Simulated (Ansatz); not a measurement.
A plane-wave DFT run in Ansatz 0.2.0 (scalar-relativistic PAW potentials unless the input names others): input and command.

```yaml
crystal:
  lattice:
    - [3.9064323425, -0.0017316811, 0.0126510597]
    - [1.9403212445, 6.07989691, -0.1281911936]
    - [1.9698079037, -0.0672932138, 6.1910776846]
  atoms:
    - { symbol: W, position: [0.0111066903, 0.997651235, 0.9961851633] }
    - { symbol: Br, position: [0.8022580666, 0.2028165489, 0.3424451193] }
    - { symbol: Cl, position: [-0.0105528842, 0.3218315462, 0.860564024] }
    - { symbol: Cl, position: [0.1285775042, 0.6756599512, 0.2181441168] }
    - { symbol: Cl, position: [0.3193090215, 0.8054100711, 0.7138955271] }
    - { symbol: O, position: [0.5623883636, 0.9980218059, 0.9961276775] }
basis:
  ecutwfc: "14.7 Ry"
kpoints:
  mp_grid: { grid: [8, 6, 6] }
hamiltonian:
  xc: pbe
  dispersion: d3bj
scf:
  occupations: { method: gaussian, width: 0.05 }
  mixing: { preconditioner: ldos }
output:
  forces: true
  eigenvalues: true
  stress: true
```

```bash
ansatz run input.yaml --threads 1 --pin off --max-ram 2560MiB --backend cpu --events-out ev --progress --plain --runs-dir out
```

Abridged log:
```
Warning: basis.ecutwfc = 200.00368890 eV is below the records' recommended 420 eV, and the density's cutoff is lower with it unless basis.ecutrho_ratio is high enough to keep the records' density cutoff: compare with a run at a higher cutoff
Pseudopotentials: kind: paw
Pseudopotential: W, paw, valence charge 14, recommended cutoff 420 eV (normal)
Pseudopotential: Br, paw, valence charge 7, recommended cutoff 420 eV (normal)
Pseudopotential: Cl, paw, valence charge 7, recommended cutoff 420 eV (normal)
Pseudopotential: O, paw, valence charge 6, recommended cutoff 420 eV (normal)
Functional definition: PBE
Crystal: 6 atoms, lattice volume = 146.877 Å³
Basis set: ecut = 200.00368890 eV, 965 PW (Γ), exchange–correlation on 40×60×60 points (8 copies of the dense FFT grid, shifted against one another)
Bands: 30, of which v1, the nominal top of the filled ones, is band 24 counted from 1 (23 counted from 0)
Symmetry: 1 space group operations
Space group: P1 (ITA 1), of the structure as read, at distance tolerance 5.3e-5 Å
k-points: 148 of 288 (time reversal used)
Initial density: superposition of atomic densities (neutral atoms: chi_scale 0, normalization atom), corrected by the library's trained network
Initial wavefunctions: pseudopotential atomic-orbital guess
Functional: x = pbe(κ = 0.804, μ = 0.21951497), c = pbe(β = 0.06672455)
SCF iter   1: F=—  HF=-16967.512971 eV  |F-HF|=—  |Δ(HF+E_count)|=         —  Δρ=6.24e-2  dr2=3.17e0  ethr=1.77e-3  ⟨swp⟩=6.4  Hψ=20774  notcnv=0  defer=6
SCF iter   2: F=—  HF=-16972.330333 eV  |F-HF|=—  |Δ(HF+E_count)|=    4.82e0  Δρ=1.10e-1  dr2=2.61e1  ethr=1.77e-3  ⟨swp⟩=4.5  Hψ=13502  notcnv=0  defer=153  recentre
SCF iter   3: F=—  HF=-16966.729456 eV  |F-HF|=—  |Δ(HF+E_count)|=    5.60e0  Δρ=2.08e-2  dr2=2.89e-1  ethr=1.77e-3  ⟨swp⟩=3.5  Hψ=12750  notcnv=0  defer=207
SCF iter   4: F=—  HF=-16966.812644 eV  |F-HF|=—  |Δ(HF+E_count)|=   8.32e-2  Δρ=1.82e-2  dr2=9.03e-1  ethr=6.02e-4  ⟨swp⟩=3.0  Hψ=10210  notcnv=0  defer=148  recentre
automatic band count: iteration 4 solves 29 bands in place of 30: the levels show a gap, and the empty bands left out lie too high to hold charge; the band table lists the bands solved (type scf.n_extra_bands for more)
SCF iter   5: F=—  HF=-16966.659326 eV  |F-HF|=—  |Δ(HF+E_count)|=   1.53e-1  Δρ=2.40e-3  dr2=9.71e-3  ethr=6.02e-4  ⟨swp⟩=2.0  Hψ=7696  notcnv=0  defer=148
SCF iter   6: F=—  HF=-16966.658315 eV  |F-HF|=—  |Δ(HF+E_count)|=   1.01e-3  Δρ=1.07e-3  dr2=2.52e-3  ethr=2.02e-5  ⟨swp⟩=2.2  Hψ=7995  notcnv=0
automatic band count: iteration 6 solves 28 bands in place of 29: the levels show a gap, and the empty bands left out lie too high to hold charge; the band table lists the bands solved (type scf.n_extra_bands for more)
SCF iter   7: F=—  HF=-16966.657868 eV  |F-HF|=—  |Δ(HF+E_count)|=   4.47e-4  Δρ=4.85e-4  dr2=4.04e-4  ethr=5.25e-6  ⟨swp⟩=2.2  Hψ=6388  notcnv=0
SCF iter   8: F=—  HF=-16966.657810 eV  |F-HF|=—  |Δ(HF+E_count)|=   5.77e-5  Δρ=6.21e-5  dr2=4.66e-6  ethr=8.43e-7  ⟨swp⟩=2.1  Hψ=5496  notcnv=0
SCF iter   9: F=—  HF=-16966.657294 eV  |F-HF|=—  |Δ(HF+E_count)|=   5.16e-4  Δρ=2.81e-5  dr2=1.34e-6  ethr=9.71e-9  ⟨swp⟩=2.0  Hψ=6998  notcnv=0
SCF iter  10: F=—  HF=-16966.657294 eV  |F-HF|=—  |Δ(HF+E_count)|=   1.23e-9  Δρ=8.91e-6  dr2=1.11e-7  ethr=2.80e-9  ⟨swp⟩=2.1  Hψ=6055  notcnv=0
SCF iter  11: F=-16966.657294 eV  HF=-16966.657294 eV  |F-HF|=3.78e-10  |Δ(HF+E_count)|=   2.08e-8  Δρ=2.88e-6  dr2=8.99e-9  ethr=2.08e-10  ⟨swp⟩=4.0  Hψ=13917  notcnv=0
SCF 1 converged in 11 iterations: F = -16966.657294 eV  dr2 = 8.99e-9
SCF converged after 11 iterations
Free energy (F): -16966.657294 eV
Harris-Foulkes:  -16966.657294 eV  (|F-HF|=3.78e-10)
Internal energy: -16966.657294 eV  (E = F + TS)
E sigma→0 (E₀):  -16966.657294 eV
Fermi energy:    4.023828 eV
  E_disp       = -1.277579  (pairwise vdW)
--- Forces (eV/Å), atoms counted from 1 ---
  atom   1  W      0.69025997     0.43029113     4.81740440
  atom   2  Br     0.11327552     0.03303988     1.02491447
  atom   3  Cl     0.16531358     1.57094803    -1.37692851
  atom   4  Cl    -0.07533703     0.80968263    -0.69977946
  atom   5  Cl     0.63198019    -2.68145365    -4.03547342
  atom   6  O     -1.52551641    -0.16253625     0.26986124
--- Stress (GPa, compression-positive) ---
        3.133848      -0.143576      -1.134196
       -0.143576       5.219751       4.927537
       -1.134196       4.927538       9.400326
  P = ⅓ Tr σ = 5.9180 GPa (59.180 kbar)
```

Apart from outputs and empty bands, the input differs from a reference run on usual settings in scf.mixing.preconditioner: not typed → "ldos"; basis.ecutwfc: 420 → "14.7 Ry". The reference, at the same geometry (not necessarily relaxed), gave pressure 5.28 GPa, largest force 4.748 eV/Å, gap on the mesh 1.29 eV. This run converged in 11 SCF iterations (reference: 8) with an energy at zero smearing 2.0 eV/atom above the reference's, pressure 5.92 GPa, largest force 4.886 eV/Å, gap on the mesh 1.26 eV. Its cutoff is looser than usual, and the result moved.

Time: 7.2 s on 1 thread of AMD EPYC 9R45 96-Core Processor (Zen 5), on a shared host, peak memory 0.49 GiB.